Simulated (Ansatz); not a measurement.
**Au (Im-3m), two-dimensional strain map**

The calculation used DFT r2SCAN, scalar-relativistic, plane waves, PAW (Ansatz). Cutoff 500 eV, Γ-centred 20×20×20 k-points, Gaussian smearing of 0.15 eV. Spin–orbit coupling is left out, which can shift energies with elements as heavy as these. No spin polarisation. Energies are free energies at this smearing, counted from the undisturbed cell; pressure is positive in compression.

Zero of the scan (as given, not relaxed at this level; it stands at -4.7 GPa; this bcc form isn't the usual structure):

```
CELL_PARAMETERS angstrom
-1.65727 1.65727 1.65727
1.65727 -1.65727 1.65727
1.65727 1.65727 -1.65727
ATOMIC_POSITIONS crystal
Au 0.00000 0.00000 0.00000
```

The cell is strained by p along both x and y and by q along z, fractional coordinates fixed. Points are written (p, q).

Energy above the undisturbed cell in meV/atom (a dash: not computed):

```
 p \ q  -0.050  -0.025  0.000  0.025  0.050
-0.050   128.6    72.1   32.1    5.8   -8.7
-0.025    31.4     5.1   -7.5   -9.4   -2.2
 0.000    -7.7    -8.9    0.0   17.4   41.4
 0.025    -3.1    16.2   42.7   75.0  112.4
 0.050    34.6    69.9  110.8  155.4  203.4
```

Pressure in GPa:

| p \ q | -0.050 | -0.025 | 0.000 | 0.025 | 0.050 |
| --- | --- | --- | --- | --- | --- |
| -0.050 | 25.7 | 18.6 | 12.6 | 7.5 | 3.1 |
| -0.025 | 12.5 | 7.1 | 2.5 | -1.3 | -4.5 |
| 0.000 | 2.6 | -1.4 | -4.7 | -7.5 | -9.7 |
| 0.025 | -4.4 | -7.4 | -9.8 | -11.7 | -13.4 |
| 0.050 | -9.4 | -11.6 | -13.3 | -14.7 | -15.8 |